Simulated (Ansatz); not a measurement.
AlNi:
```xyz
4
Lattice="1.3389 -4.6933 0.0000 1.3389 4.6933 0.0000 0.0000 0.0000 4.0083" Properties=species:S:1:pos:R:3 pbc="T T T"
Al     1.3389    -1.4504     1.0021
Ni     1.3389    -3.9470     1.0021
Al     1.3389     1.4504     3.0062
Ni     1.3389     3.9470     3.0062
```

Relaxed with PBE. Special points in fractions of this cell's reciprocal vectors: Γ (0.000, 0.000, 0.000); Y (-0.500, 0.500, 0.000); C0 (-0.270, 0.730, 0.000); Σ0 (0.270, 0.270, 0.000); Z (0.000, 0.000, 0.500); A0 (0.270, 0.270, 0.500); E0 (-0.270, 0.730, 0.500); T (-0.500, 0.500, 0.500); S (0.000, 0.500, 0.000); R (0.000, 0.500, 0.500).

Task: List the band energies nearest the Fermi level at these points for DFT-PBE in the program Ansatz with PAW potentials.

Result: In eV from the Fermi level; about four levels below and three above (degenerate sets whole), none deeper than 8.9 eV; points with the same levels are listed once.

```json
[
 {"k": "Γ", "below": "-1.24 -1.07 -1.00 -0.81", "above": "2.01 5.00 5.88"},
 {"k": "Y", "below": "-1.63 -1.43 -1.17 -1.04", "above": "0.09 1.62 1.84"},
 {"k": "C0", "below": "-1.80 -1.48 -1.34 -0.38", "above": "0.03 3.16 3.22"},
 {"k": "Z", "below": "-1.26 -1.26 -1.02 -1.02", "above": "1.99 1.99 10.06 10.06"},
 {"k": "A0", "below": "-0.79 -0.79 -0.19 -0.19", "above": "0.69 0.69 5.48 5.48"},
 {"k": "T", "below": "-1.09 -1.09 -1.06 -1.06", "above": "6.81 6.81 8.14 8.14"},
 {"k": "S", "below": "-1.52 -1.50 -1.13 -0.22", "above": "0.24 0.95 3.36"},
 {"k": "R", "below": "-1.40 -1.40 -0.62 -0.62", "above": "0.11 0.11 0.55 0.55"}
]
```

Space group Cmcm. The start of the workflow was typed in or built on a structure type; neither database checked (COD, Materials Project) lists it. It is not the phase usual at ambient conditions (space group No. 221). Symmetry was held in the PBE relaxation; its stability against distortions is not shown here. The workflow began spin-polarised and lost its moments.

Potentials: the earlier of the program's two PAW sets.
